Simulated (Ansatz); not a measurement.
The cell below belongs to a search over invented structures; it isn't taken from experiment.

Input and command of a plane-wave DFT calculation in Ansatz:

```yaml
crystal:
  lattice:
    - [3.0662300042, 0.0, 0.0]
    - [-1.5331150021, 2.6554330775, 0.0]
    - [0.0, 0.0, 13.3983055472]
  atoms:
    - { symbol: Zn, position: [0.3333333333, 0.6666666667, 0.2309239961] }
    - { symbol: Zn, position: [0.0, 0.0, 0.0124341666] }
    - { symbol: Zn, position: [0.0, 0.0, 0.3787008031] }
    - { symbol: Zn, position: [0.3333333333, 0.6666666667, 0.5322099562] }
    - { symbol: Zn, position: [0.0, 0.0, 0.6884267715] }
    - { symbol: Zn, position: [0.3333333333, 0.6666666667, 0.8470840759] }
    - { symbol: O, position: [0.3333333333, 0.6666666667, 0.0852202305] }
basis:
  ecutwfc: 420
kpoints:
  mp_grid: { grid: [12, 12, 4] }
hamiltonian:
  xc: pbe
scf:
  occupations: { method: gaussian, width: 0.1 }
output:
  forces: true
  stress: true
  eigenvalues: true
  write_density: true
  write_potential: true
  elf: true
  volumetric_format: npy
relax:
  adjacent_minimum: "off"
  f_tol: 0.01
  max_steps: 30
  cell: { stress_tol: 0.1, fix: [volume] }
```

```bash
ansatz run input.yaml --threads 1 --pin off --max-ram 2560MiB --backend cpu --events-out ev --progress --plain --runs-dir out
```

Processor: Arm Neoverse V2, 1 thread, on a host shared with other jobs.

Question: How long does it run, and how much memory does it take?

Answer: About 5.2 min, peak memory 0.52 GiB. It solves 47 bands at 69 k points (after reduction by symmetry) with about 2109 plane waves, in 50 SCF iterations over 6 ionic steps.
